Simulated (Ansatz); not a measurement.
Relaxing a structure of HfO2

The start is a generated cell, HfO2 built in the AFLOW prototype A2B_hP6_191_h_e (C_h, as in Cu2Te). A full variable-cell relaxation at zero pressure is run with PBEsol (plane waves to 420 eV, PAW, scalar-relativistic; Ansatz, a first-principles code). The first steps use a coarse 7×7×4 k-mesh.

The start:
```
CELL_PARAMETERS angstrom
      3.58637     0.00000     0.00000
     -1.79319     3.10589     0.00000
      0.00000     0.00000     6.13416
ATOMIC_POSITIONS crystal
  O  0.33333 0.66667 0.16000
  O  0.66667 0.33333 0.16000
  O  0.66667 0.33333 0.84000
  O  0.33333 0.66667 0.84000
  Hf 0.00000 0.00000 0.30600
  Hf 0.00000 0.00000 0.69400
```

**Question.** By how much does the energy per atom fall from start to end?

**Answer.** About 1.3 eV/atom.

**Question.** How does the volume per atom move from start to end?

**Answer.** +23.0 %, from 11.39 to 14.01 Å³/atom.

**Question.** What band gap does the relaxed structure have at this level?

**Answer.** No gap (metallic).

**Question.** What does it relax into? Give the structure.

**Answer.** 
```cif
data_HfO2
_chemical_formula_sum 'O2 Hf1'
_space_group_name_H-M_alt 'P6/mmm'
_space_group_IT_number 191
_space_group_name_Hall '-P 6 2'
_cell_length_a 3.73565
_cell_length_b 3.73565
_cell_length_c 3.47843
_cell_angle_alpha 90.000
_cell_angle_beta 90.000
_cell_angle_gamma 120.000
loop_
_atom_site_label
_atom_site_type_symbol
_atom_site_symmetry_multiplicity
_atom_site_Wyckoff_symbol
_atom_site_fract_x
_atom_site_fract_y
_atom_site_fract_z
_atom_site_occupancy
O1 O 2 d 0.33333 0.66667 0.50000 1
Hf1 Hf 1 b 0.00000 0.00000 0.50000 1
```

The space group stays P6/mmm (No. 191) (the run could not lower it), with 3 atoms in the primitive cell. Final values are on a 14×14×13 k-mesh of the relaxed cell. The start holds a very short contact (O–O 1.96 Å). No spin polarisation in the result. The d or f electrons are treated with no Hubbard U.

The run could not lose the symmetry of its start: the end is stationary, and may be a saddle point rather than a minimum.

The relaxed structure here is a generated cell of HfO2: the first start was made by placing the elements on the sites of a structure type, and the end was not matched to a known phase here, so it may be hypothetical. Known forms of HfO2 include space group No. 14, 29, 137, 225.
